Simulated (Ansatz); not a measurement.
The following input was run with Ansatz 0.2.0.

```yaml
crystal:
  lattice:
    - [6.8164059888, 0.0, 0.0]
    - [-3.4082029944, 5.9031807488, 0.0]
    - [0.0, 0.0, 3.29865705]
  atoms:
    - { symbol: Nb, position: [0.40185375, 0.40185375, 0.5] }
    - { symbol: Nb, position: [0.59814625, 0.0, 0.5] }
    - { symbol: Nb, position: [0.0, 0.59814625, 0.5] }
    - { symbol: Si, position: [0.66666667, 0.33333333, 0.0] }
    - { symbol: Si, position: [0.33333333, 0.66666667, 0.0] }
    - { symbol: Si, position: [0.0, 0.0, 0.5] }
    - { symbol: Re, position: [0.74144103, 0.74144103, 0.0] }
    - { symbol: Re, position: [0.25855897, 0.0, 0.0] }
    - { symbol: Re, position: [0.0, 0.25855897, 0.0] }
basis:
  ecutwfc: 500
kpoints:
  mp_grid: { grid: [3, 3, 6] }
hamiltonian:
  xc: r2scan
scf:
  occupations: { method: gaussian, width: 0.1 }
output:
  forces: true
  stress: true
  eigenvalues: true
```

Launched with
```bash
ansatz run input.yaml --threads 2 --pin off --max-ram 5120MiB --backend cpu --events-out ev --progress --plain --runs-dir out
```

Method: Ansatz 0.2.0, DFT r2SCAN, scalar-relativistic, plane waves, PAW.

Abridged output:

```
Pseudopotentials: kind: paw
Pseudopotential: Nb, paw, valence charge 13, recommended cutoff 500 eV (meta_gga)
Pseudopotential: Si, paw, valence charge 4, recommended cutoff 500 eV (meta_gga)
Pseudopotential: Re, paw, valence charge 15, recommended cutoff 500 eV (meta_gga)
Functional definition: r2SCAN
Crystal: 9 atoms, lattice volume = 132.733 Å³
Basis set: ecut = 500 eV, 3373 PW (Γ), exchange–correlation on 200×200×100 points (64 copies of the dense FFT grid, shifted against one another)
Bands: 58, of which v1, the nominal top of the filled ones, is band 48 counted from 1 (47 counted from 0)
Symmetry: 12 space group operations
Space group: P-62m (ITA 189), of the structure as read, at distance tolerance 5.1e-5 Å
k-points: 12 of 54 (time reversal used)
Initial density: superposition of atomic densities (neutral atoms: chi_scale 0, normalization atom), corrected by the library's trained network
Initial wavefunctions: pseudopotential atomic-orbital guess
Functional: x = r2scan, c = r2scan; τ floored in thin density (d = 2e-4 eV/Å³)
SCF iter   1: F=—  HF=-48255.620115 eV  |F-HF|=—  |Δ(HF+E_count)|=         —  Δρ=1.78e-2  dr2=8.51e-1  dr2_τ=4.57e-1  ethr=1.77e-3  ⟨swp⟩=5.8  Hψ=2476  notcnv=0
SCF iter   2: F=—  HF=-48255.594948 eV  |F-HF|=—  |Δ(HF+E_count)|=   2.52e-2  Δρ=6.73e-3  dr2=8.71e-2  dr2_τ=7.50e-2  ethr=8.86e-4  ⟨swp⟩=2.3  Hψ=1093  notcnv=0  defer=33
SCF iter   3: F=—  HF=-48255.594759 eV  |F-HF|=—  |Δ(HF+E_count)|=   1.89e-4  Δρ=3.66e-3  dr2=1.04e-2  dr2_τ=4.03e-4  ethr=9.07e-5  ⟨swp⟩=2.0  Hψ=882  notcnv=0  defer=33
SCF iter   4: F=—  HF=-48255.596076 eV  |F-HF|=—  |Δ(HF+E_count)|=   1.32e-3  Δρ=4.38e-4  dr2=1.66e-4  dr2_τ=5.56e-5  ethr=1.08e-5  ⟨swp⟩=2.0  Hψ=1012  notcnv=0  defer=33
SCF iter   5: F=—  HF=-48255.596082 eV  |F-HF|=—  |Δ(HF+E_count)|=   6.34e-6  Δρ=1.23e-4  dr2=1.45e-5  dr2_τ=3.18e-6  ethr=1.73e-7  ⟨swp⟩=2.0  Hψ=963  notcnv=0  defer=33
SCF iter   6: F=—  HF=-48255.596083 eV  |F-HF|=—  |Δ(HF+E_count)|=   4.21e-7  Δρ=2.17e-5  dr2=6.41e-7  dr2_τ=3.61e-8  ethr=1.51e-8  ⟨swp⟩=2.0  Hψ=1075  notcnv=0  defer=33
SCF iter   7: F=-48255.596083 eV  HF=-48255.596083 eV  |F-HF|=1.26e-8  |Δ(HF+E_count)|=   9.11e-8  Δρ=4.36e-6  dr2=3.38e-8  dr2_τ=2.17e-9  ethr=1.04e-10  ⟨swp⟩=10.2  Hψ=2817  notcnv=0
SCF 1 converged in 7 iterations: F = -48255.596083 eV  dr2 = 3.38e-8
SCF converged after 7 iterations
Free energy (F): -48255.596083 eV
Harris-Foulkes:  -48255.596083 eV  (|F-HF|=1.26e-8)
Internal energy: -48255.563286 eV  (E = F + TS)
E sigma→0 (E₀):  -48255.579684 eV
Entropy (-TS):   -0.032797 eV (-3.644 meV/atom)
Fermi energy:    19.406669 eV
--- Per-component energies (eV) ---
  E_band       = -561.667569
  E_kinetic    = 2945.067686
  E_local      = -5298.105189  (includes V_loc(G=0)·N_el)
  E_nonlocal   = 579.507113
  E_hartree    = 1879.520424
  E_xc         = -1833.213004
  E_vxc        = -1894.680368  (∫ρ·V_xc dr)
  E_paw        = -36897.008924  (= ΣΔE_a)
  E_vpaw       = -756.841046  (= ΣTr[D̂ρ^β])
  E_aug_tail   = -0.000080  (compensation charges beyond the density's cutoff)
  E_vtau       = 104.339785  (kinetic-family band-sum trace: ∫τ·v_τ [+ j·A + Jᵃ·Aᵃ] dr)
  E_ewald      = -9629.112109
  E_core_change = -2.219203  (= ΣΔE_core)
  E_smearing   = -0.032797  (= −TS)
--- Forces (eV/Å), atoms counted from 1 ---
  atom   1  Nb     0.01110764     0.01923899     0.00000000
  atom   2  Nb    -0.02221527     0.00000000     0.00000000
  atom   3  Nb     0.01110764    -0.01923899     0.00000000
  atom   4  Si     0.00000000     0.00000000     0.00000000
  atom   5  Si     0.00000000     0.00000000     0.00000000
  atom   6  Si     0.00000000     0.00000000     0.00000000
  atom   7  Re     0.11096972     0.19220519     0.00000000
  atom   8  Re    -0.22193943     0.00000000     0.00000000
  atom   9  Re     0.11096972    -0.19220519     0.00000000
--- Stress (GPa, compression-positive) ---
        1.803761       0.000000       0.000000
        0.000000       1.803761       0.000000
        0.000000       0.000000       1.573817
  P = ⅓ Tr σ = 1.7271 GPa (17.271 kbar)
--- Band table (eV; the first three rows and the last of 12) ---
  k-point 0: bands = ["-62.6948", "-62.6860", "-62.6860", "-37.8844", "-37.8743", "-37.8743", "-24.1990", "-24.0517", "-24.0517", "-24.0146", "-23.9905", "-23.9905", "-23.9572", "-23.9572", "-23.9245", "-13.4285", "-13.3362", "-13.3362", "-13.2385", "-13.2368", "-13.2368", "-13.0960", "-13.0885", "-13.0885", "6.8603", "9.0625", "9.9106", "12.4009", "12.4009", "13.3544", "13.3544", "14.1463", "14.5107", "14.5107", "14.6501", "15.8100", "15.8468", "15.8468", "16.2385", "16.4431", "16.4431", "17.1220", "17.1220", "17.5676", "17.5676", "18.6483", "18.9038", "18.9038", "19.5695", "19.5695", "19.9692", "20.1055", "20.7359", "20.7995", "20.8244", "20.8244", "20.9960", "21.3724"]
  k-point 1: bands = ["-62.6938", "-62.6851", "-62.6851", "-37.8791", "-37.8686", "-37.8686", "-24.1942", "-24.0509", "-24.0509", "-24.0437", "-24.0212", "-24.0212", "-23.9536", "-23.9536", "-23.9209", "-13.4202", "-13.3233", "-13.3233", "-13.2348", "-13.2316", "-13.2316", "-13.1757", "-13.1571", "-13.1571", "7.3174", "9.3187", "9.9455", "12.7728", "12.7728", "13.7351", "13.7351", "13.9712", "14.3956", "14.5006", "14.5006", "15.4664", "15.6003", "15.6003", "15.7952", "15.7952", "16.1267", "17.1862", "17.1862", "17.3498", "17.3498", "17.8161", "18.6974", "19.5599", "19.5599", "20.0817", "20.0817", "20.3163", "20.7197", "20.7600", "20.7600", "21.0622", "21.4376", "21.4376"]
  k-point 2: bands = ["-62.6919", "-62.6833", "-62.6833", "-37.8685", "-37.8571", "-37.8571", "-24.1846", "-24.1018", "-24.0823", "-24.0823", "-24.0493", "-24.0493", "-23.9464", "-23.9464", "-23.9136", "-13.4037", "-13.3318", "-13.2978", "-13.2978", "-13.2926", "-13.2926", "-13.2273", "-13.2202", "-13.2202", "8.5045", "9.8782", "10.0054", "13.0801", "13.2698", "13.2698", "13.7330", "13.8182", "13.8182", "14.3903", "14.3903", "14.9083", "15.6425", "15.8554", "15.8554", "16.2889", "16.2889", "16.4626", "16.4626", "17.4956", "17.4956", "17.5178", "17.5629", "20.3019", "20.3019", "20.4430", "20.4430", "20.4440", "20.6271", "21.1317", "21.1317", "21.4516", "21.4516", "21.5127"]
  k-point 11: bands = ["-62.6909", "-62.6824", "-62.6824", "-37.8571", "-37.8571", "-37.8516", "-24.1789", "-24.1402", "-24.1079", "-24.1079", "-24.0448", "-24.0448", "-23.9481", "-23.9481", "-23.9075", "-13.3765", "-13.3765", "-13.3724", "-13.3371", "-13.3371", "-13.2650", "-13.2353", "-13.2223", "-13.2223", "9.4325", "10.0748", "10.0748", "11.3252", "12.9583", "12.9583", "14.5999", "14.5999", "14.6518", "14.6518", "14.8046", "14.8439", "15.4103", "15.7128", "15.7128", "16.3811", "16.4483", "16.4483", "16.5618", "17.2403", "17.2403", "17.2404", "17.2404", "19.4180", "20.3541", "20.6467", "20.6467", "20.7932", "20.7932", "20.9332", "21.8795", "21.9810", "21.9810", "22.3693"]
```

The run converged.

The run took 7.8 s on 2 threads of Oxide Virtual Turin-like Processor (Zen 5), with other jobs on the host, peak memory 0.69 GiB.

The k mesh is coarse. Spin–orbit coupling is left out, which can shift energies with elements as heavy as these.